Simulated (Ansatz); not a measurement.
# Zn$_{2}$Ge, a known structure type with other elements, at an estimated volume

```
CELL_PARAMETERS angstrom
3.57604 0.00000 0.00000
-1.78802 3.09694 0.00000
0.00000 0.00000 5.60636
ATOMIC_POSITIONS crystal
Ge 0.00000 0.00000 0.00000
Zn 0.33333 0.66667 0.26500
Zn 0.66667 0.33333 0.73500
```

Method: PBE, no spin polarisation; PAW, plane waves to 420 eV, 11×11×6 Γ-centred mesh, fermi-dirac occupations (width 0.016 eV) (Ansatz 0.2.0), atoms fixed.

(1) What do density and ELF say about some of the short contacts?

(2) What does the stress say?

(3) What is the formation energy?

(4) Metal or insulator?

(5) Give the Bader charges.

(6) Where is the largest force?

Origin: a known structure type with other elements, at an estimated volume, so it need not be a known compound.

Results:

(1) Ge–Zn at 2.54 Å: least valence density 0.33 e/Å³ and ELF 0.40 there. Both are smooth PAW fields, read partly inside the augmentation spheres.

(2) The pressure is 1.1 GPa (compression positive), so with the atoms held at these fractions the cell would first expand; the forces are large, so a full relaxation may end otherwise. The principal stresses -0.2, 1.7, 1.7 GPa differ, so its shape would change too.

(3) 0.42 eV an atom against the elements' usual phases (free molecules for gases, crystals otherwise, with no correction for O₂ or N₂), so at this geometry it isn't bound against them. Relaxing would lower it.

(4) It is a metal, with about 1.6 states/eV a cell as the mean within 0.25 eV of the Fermi level, mostly Ge p (52 %) and Zn s (26 %).

(5) Bader charges in e: Zn +0.11, Ge -0.22. In the mean Zn gives up most and Ge takes most.

(6) The largest is on Zn2 (and as large on other atoms): 1.05 eV/Å, components (0.00, 0.00, 1.05). It makes 126° with the line to a nearest neighbour, Ge1 at 2.54 Å.
